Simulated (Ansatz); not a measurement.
The relaxed structure here is a generated cell of Bi2Te3: the first start was made by placing the elements on the sites of a structure type, and the end was not matched to a known phase here, so it may be hypothetical. Known forms of Bi2Te3 include space group No. 166.

A relaxed structure of Bi2Te3. Level of theory: r2SCAN (plane waves to 500 eV, PAW, scalar-relativistic; Ansatz, a program for electronic structure).

```cif
data_Bi2Te3
_chemical_formula_sum 'Te3 Bi2'
_space_group_name_H-M_alt 'P 1'
_space_group_IT_number 1
_cell_length_a 5.96210
_cell_length_b 5.96210
_cell_length_c 5.96210
_cell_angle_alpha 80.672
_cell_angle_beta 80.672
_cell_angle_gamma 80.672
loop_
_space_group_symop_operation_xyz
  'x, y, z'
loop_
_atom_site_label
_atom_site_type_symbol
_atom_site_fract_x
_atom_site_fract_y
_atom_site_fract_z
_atom_site_occupancy
Te1 Te 0.19479 0.80521 0.50000 1
Te2 Te 0.50000 0.19479 0.80521 1
Te3 Te 0.80521 0.50000 0.19479 1
Bi1 Bi 0.33950 0.33950 0.33950 1
Bi2 Bi 0.66050 0.66050 0.66050 1
```

Problem. Determine the symmetry and give the standard cell with its independent sites.

Solution. Space group R32, hexagonal axes (No. 155); a = b = 7.7182 Å, c = 11.8832 Å, α = β = 90.00°, γ = 120.00°

| atom | site | symmetry | x | y | z |
|---|---|---|---|---|---|
| Te | 9e | .2 | 0.3052 | 0.3052 | 0.5000 |
| Bi | 6c | 3. | 0.0000 | 0.0000 | 0.3395 |

Problem. Give the shortest distances between elements (the closest pairs, up to four, under 3.6 Å).

Solution. Bi–Te 3.03 Å.

The volume per atom comes out as 40.87 Å³, the density comes out as 6.51 g/cm³ and the band gap is 0.71 eV, indirect (valence top at 11 % of the way from Γ to S0, conduction bottom at 30 % of the way from Γ to T) (no spin-orbit coupling). The smallest direct gap is 1.05 eV at 20 % of the way from Γ to T.

No spin polarisation in the result. Spin-orbit coupling is missing; with elements this heavy it can move band edges by tenths of an eV or more.

The run could not lose the symmetry of its start: the end is stationary, and may be a saddle point rather than a minimum.
